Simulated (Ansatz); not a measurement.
BaInHO$_{2}$:
```
BaInHO2
1.0
    4.28398     0.00000     0.00000
    0.00000     4.28398     0.00000
    0.00000     0.00000     3.88065
Ba In O H
1 1 2 1
Direct
  0.50000   0.50000   0.50000
  0.00000   0.00000   0.00000
  0.50000   0.00000   0.00000
  0.00000   0.50000   0.00000
  0.00000   0.00000   0.50000
```

Relaxed with PBEsol. Special points in fractions of this cell's reciprocal vectors: Γ (0.000, 0.000, 0.000); X (0.000, 0.500, 0.000); M (0.500, 0.500, 0.000); Z (0.000, 0.000, 0.500); R (0.000, 0.500, 0.500); A (0.500, 0.500, 0.500).

Question: List the band energies nearest the valence-band maximum at these points for DFT-PBEsol with spin–orbit coupling in the program Ansatz with PAW potentials.

Answer: In eV from the valence-band maximum; about four levels below and three above (degenerate sets whole), none deeper than 8.9 eV; points with the same levels are listed once.

```json
[
 {"k": "Γ", "below": "-0.80 -0.80 -0.74 -0.74", "above": "3.82 3.82 4.59 4.59"},
 {"k": "X", "below": "-0.87 -0.87 0.00 0.00", "above": "3.16 3.16 4.84 4.84"},
 {"k": "M", "below": "-0.07 -0.07 -0.04 -0.04", "above": "4.91 4.91 5.88 5.88"},
 {"k": "Z", "below": "-1.24 -1.24 -0.49 -0.49", "above": "0.71 0.71 6.77 6.77"},
 {"k": "R", "below": "-1.03 -1.03 -0.69 -0.69", "above": "4.24 4.24 4.66 4.66"},
 {"k": "A", "below": "-0.30 -0.30 -0.04 -0.04", "above": "5.12 5.12 5.17 5.17"}
]
```

Space group P4/mmm. The start of the workflow was typed in or built on a structure type; neither database checked (COD, Materials Project) lists it. Its standing as an ambient phase is unchecked. Symmetry was held in the PBEsol relaxation. At this level the phase is dynamically unstable (imaginary phonons).

Potentials: the earlier of the program's two PAW sets. The files were generated under PBE; for other functionals the program regenerates the frozen cores, and for LDA and PBEsol the local potential too.
